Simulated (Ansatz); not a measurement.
**H2SeO4: which input changes reach the field gradients?**

Cell: a structure deposited in the COD, ions relaxed with PBE at fixed cell.

Space group P2_12_12_1 (No. 19); a = 4.6233, b = 8.1807, c = 8.5416 Å.

```
site  Wyckoff  site symmetry       x       y       z
  H1       4a              1  0.1876  0.2732  0.2928
  H5       4a              1  0.7389  0.5410  0.4902
  Se       4a              1  0.1857  0.5386  0.3770
 O13       4a              1  0.3416  0.3556  0.3252
 O17       4a              1  0.9285  0.4792  0.5120
 O21       4a              1  0.4509  0.6373  0.4607
 O25       4a              1  0.0349  0.6268  0.2268
```

One atom of each set is listed.

Reference run. All values are calculated (Ansatz; DFT, PBE, plane waves and PAW, scalar-relativistic, 420 eV cutoff, Γ-centred 5×3×3 k-points, Fermi–Dirac smearing 0.02 eV), not measured.

It gives V_zz (10²¹ V/m²) O21 18.68 (η 0.15), Se -7.59 (η 0.62), H1 2.50 (η 0.17), among others. Each of these runs changes the input as listed (caps on SCF iterations aside):

A. scf.initial_density.chi_scale: not typed → 0.1
B. basis.ecutwfc: not typed → 250 eV; scf.convergence.dr2_threshold: not typed → 0.0001; scf.algorithm: not typed → direct_min
C. scf.mixing_beta: not typed → 60
D. accuracy: not typed → medium; scf.mixing.preconditioner: not typed → local_kerker
E. scf.lower_state_search: not typed → light; scf.eigensolver.kind: not typed → davidson; scf.algorithm: not typed → density_mixing

(1) Which of these changes matter for the gradients?

## Answers

(1) 

```
run  O21 V_zz (η)   Se V_zz (η)  H1 V_zz (η)  largest change of a gradient tensor, all atoms                                         note
  A  18.68 (0.15)  -7.59 (0.62)  2.50 (0.17)                                            0.00                                    converged
  B  17.25 (0.14)  -7.72 (0.62)  2.19 (0.19)                                            1.47  converged; cutoff below the recommended one
  C             –             –            –                                               –         refused: unknown field `mixing_beta`
  D  18.68 (0.15)  -7.59 (0.62)  2.50 (0.17)                                            0.00                                    converged
  E  18.68 (0.15)  -7.59 (0.62)  2.50 (0.17)                                            0.00                                    converged
```

Run B moves them most, on O17 (V_zz from 16.09 to 14.66); against its own size the tensor moves most on H5 among sites above 0.3 (by 0.32, V_zz from 2.23 to 1.92). Run C holds a keyword of another program.

Run B changes basis.ecutwfc, scf.convergence.dr2_threshold together, so the table can't tell their shares apart.
